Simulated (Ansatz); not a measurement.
TiAl (L1₀ or tetragonal B2), relaxed with LDA (Ansatz, an electronic-structure program, plane waves, PAW): a = b = 2.765 Å, c = 4.004 Å, α = β = γ = 90.00°.

| Property | Value |
|---|---|
| ΔH_f (eV/atom) | -0.41 |
| B₀ by P(V) fit (GPa) | 127 |
| K_Hill (GPa) | 127 |
| G_Hill (GPa) | 70.6 |
| Θ_D (K) | 556 |

Problem. The same phase is relaxed and computed with PBEsol in the same code. What are the cell and these values now?

Solution. a = 2.7947 Å, b = 2.7947 Å, c = 4.0391 Å, α = 90.00°, β = 90.00°, γ = 90.00°.

ΔH_f (eV/atom): -0.40
B₀ by P(V) fit (GPa): 120
K_Hill (GPa): 120
G_Hill (GPa): 70.6
Θ_D (K): 558

All cells were relaxed under the symmetry of their starts (and spin orders); stability against distortions was not tested throughout. Rows with no word on spin ran without spin polarisation.

Potentials: the later of the program's two PAW sets.

Ansatz is a plane-wave DFT program.

Formation energies count from the lowest solids of the elements computed at the same level, not from gases.
